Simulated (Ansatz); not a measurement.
# TiO2 with Al replacing Ti: do the settings matter for the field gradients?

Cell: a supercell of TiO2 (rutile type, P4_2/mnm) built from a structure deposited in the COD, with all atoms left at the host's positions.

```cif
data_Ti11AlO24
_symmetry_space_group_name_H-M 'Pmmm'
_symmetry_Int_Tables_number 47
_cell_length_a 6.4944
_cell_length_b 6.4944
_cell_length_c 8.8722
_cell_angle_alpha 90.000
_cell_angle_beta 90.000
_cell_angle_gamma 90.000
loop_
_atom_site_label
_atom_site_type_symbol
_atom_site_symmetry_multiplicity
_atom_site_Wyckoff_symbol
_atom_site_fract_x
_atom_site_fract_y
_atom_site_fract_z
Al Al 1 a 0.0000 0.0000 0.0000
Ti2 Ti 2 q 0.0000 0.0000 0.3333
Ti4 Ti 1 f 0.5000 0.5000 0.0000
Ti5 Ti 2 t 0.5000 0.5000 0.3333
Ti7 Ti 2 s 0.5000 0.0000 0.1667
Ti8 Ti 1 d 0.5000 0.0000 0.5000
Ti10 Ti 2 r 0.0000 0.5000 0.1667
Ti11 Ti 1 g 0.0000 0.5000 0.5000
O13 O 2 i 0.3050 0.0000 0.0000
O14 O 4 w 0.3050 0.0000 0.3333
O16 O 2 k 0.8050 0.5000 0.0000
O17 O 4 x 0.8050 0.5000 0.3333
O19 O 4 v 0.5000 0.3050 0.1667
O20 O 2 p 0.5000 0.3050 0.5000
O22 O 4 u 0.0000 0.8050 0.1667
O23 O 2 n 0.0000 0.8050 0.5000
```

One atom of each set is listed.

Reference run. Computed with Ansatz: DFT, PBE, plane waves and PAW, scalar-relativistic, collinear spin, 420 eV cutoff, Γ-centred 3×3×2 k-points, Fermi–Dirac smearing 0.01 eV. Start moments as typed (μB): 1 on each Al, none on the rest.

(1) The input is changed as follows: `kpoints.mp_grid.grid`: [3, 3, 2] → [2, 2, 1]; `scf.occupations.method`: fermi_dirac → cold; `scf.occupations.width`: 0.01 → 0.1. What happens to V_zz (10²¹ V/m²) and η?

Answers

(1) 

| site | V_zz reference | η reference | V_zz changed | η changed |
| --- | --- | --- | --- | --- |
| Al | 0.71 | 0.89 | 0.75 | 0.86 |
| Ti2 | -2.94 | 0.26 | -2.99 | 0.27 |
| Ti8 | -2.50 | 0.38 | -2.63 | 0.25 |
| Ti11 | -2.24 | 0.16 | -2.36 | 0.13 |
| O13 | 2.29 | 0.08 | 2.94 | 0.06 |
| O14 | 1.91 | 0.25 | 2.29 | 0.05 |
| O16 | 1.76 | 0.06 | 1.85 | 0.10 |
| O17 | 2.07 | 0.51 | 2.16 | 0.34 |
| O19 | 1.94 | 0.35 | 2.36 | 0.38 |
| O20 | 2.09 | 0.56 | 2.47 | 0.40 |
| O22 | 1.25 | 0.09 | 1.02 | 0.41 |
| O23 | 2.12 | 0.36 | 1.91 | 0.09 |

The largest change of V_zz is on O13, from 2.29 to 2.94. In per cent, |V_zz| changes by +2 to +5 on Ti, -10 to +28 on O (all sites that start above 2). Where |V_zz| stays above 0.1 and the axes keep their order, η moves most on O23, from 0.36 to 0.09. On O22 V_xx and V_yy change places (or their axes turn by over 50°), so the two values of η hide a larger change. The table leaves out 4 of the 16 sites, with |V_zz| up to 2.68; their tensors move by 0.19 at most along any direction. The statements above cover all sites. The absolute magnetisation of the cell goes from 0.0 to 0.2 μB. SCF iterations: 24 and 45. New warnings: stability check not made. In the changed run the k-mesh is coarser than the standard one, so its values aren't converged ones.

On the reference run: The defect repeats with the cell of 36 atoms, so it feels its images: sites between two images don't show the values beside a lone defect, and zeros or small values of η there can come from the images' arrangement. O and Ti carry a gradient in the pure host already, so the values there aren't the defect's effect alone. The defect cell has no gap above 0.1 eV on its mesh, so the values can hang on the smearing and the k-mesh. The start moments die out, and the run ends without spin. The neighbours have not yet relaxed around the defect (largest force 0.91 eV/Å), so a real crystal will differ.
